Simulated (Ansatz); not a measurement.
# Thermal properties of La2O from its phonons

Method: Ansatz, DFT PBE, scalar-relativistic, plane waves, PAW. Plane waves to 420 eV; Γ-centred k mesh 10×10×8; Gaussian smearing of 0.10 eV. No spin polarisation. Phonons by linear response, acoustic sum rule imposed.

Equilibrium structure at this level:
```cif
data_structure
_symmetry_space_group_name_H-M 'P 1'
_symmetry_Int_Tables_number 1
_cell_length_a 3.6765
_cell_length_b 3.6765
_cell_length_c 5.1536
_cell_angle_alpha 90.000
_cell_angle_beta 90.000
_cell_angle_gamma 90.000
_cell_volume 69.66
loop_
_atom_site_label
_atom_site_type_symbol
_atom_site_fract_x
_atom_site_fract_y
_atom_site_fract_z
_atom_site_occupancy
La1 La 0.50000 0.50000 0.50000 1
La2 La 0.00000 0.00000 0.00000 1
O1 O 0.00000 0.00000 0.50000 1
```

The cell was found from a structure generator's guess, not taken from experiment. In a metal, frequencies and elastic constants depend on the k mesh and the smearing, soft modes and shear constants most. The q mesh is coarse, so values between its points are rough.

Force constants from linear response on a 2×2×1 q mesh, interpolated to a fine mesh.

Phonon density of states, in bins of 5 cm⁻¹:
```
bin centre (cm⁻¹)  share of modes (%)
              2.5                 0.0
              7.5                 0.0
             12.5                 0.0
             17.5                 0.1
             22.5                 0.1
             27.5                 0.2
             32.5                 0.2
             37.5                 0.3
             42.5                 0.5
             47.5                 0.6
             52.5                 0.9
             57.5                 1.2
             62.5                 1.6
             67.5                 2.7
             72.5                 5.4
             77.5                 7.1
             82.5                 6.4
             87.5                 6.6
             92.5                 5.4
             97.5                12.6
            102.5                 5.6
            107.5                 2.4
            112.5                 2.3
            117.5                 1.7
            122.5                 1.4
            127.5                 1.1
            132.5                 0.0
            137.5                 0.0
            142.5                 0.0
            147.5                 0.0
            152.5                 0.0
            157.5                 0.0
            162.5                 0.0
            167.5                 0.0
            172.5                 0.0
            177.5                 0.0
            182.5                 0.0
            187.5                 0.0
            192.5                 0.0
            197.5                 0.0
            202.5                 0.0
            207.5                 0.0
            212.5                 0.0
            217.5                 0.0
            222.5                 0.0
            227.5                 0.2
            232.5                 1.0
            237.5                 1.6
            242.5                 2.5
            247.5                 3.6
            252.5                 3.2
            257.5                 3.8
            262.5                 4.1
            267.5                 2.8
            272.5                 2.9
            277.5                 2.4
            282.5                 1.6
            287.5                 1.3
            292.5                 1.1
            297.5                 1.0
            302.5                 0.1
```

Task: What is the zero-point energy per atom?

Result: 27.2 meV.

Task: How large are the vibrational entropy and heat capacity at 300 K?

Result: S = 4.62 k_B and C_V = 2.85 k_B per atom, 95 % of the Dulong–Petit value.

Task: Tabulate them against temperature.

Result:
| T (K) | F_vib (meV/atom) | S (k_B/atom) | C_V (k_B/atom) |
| --- | --- | --- | --- |
| 100 | 20.9 | 1.82 | 2.09 |
| 200 | -2.6 | 3.50 | 2.68 |
| 300 | -37.8 | 4.62 | 2.85 |
| 400 | -81.4 | 5.45 | 2.91 |
| 500 | -131.3 | 6.11 | 2.94 |
| 600 | -186.3 | 6.64 | 2.96 |
| 700 | -245.5 | 7.10 | 2.97 |
| 800 | -308.5 | 7.50 | 2.98 |
| 900 | -374.6 | 7.85 | 2.98 |
| 1000 | -443.6 | 8.16 | 2.99 |
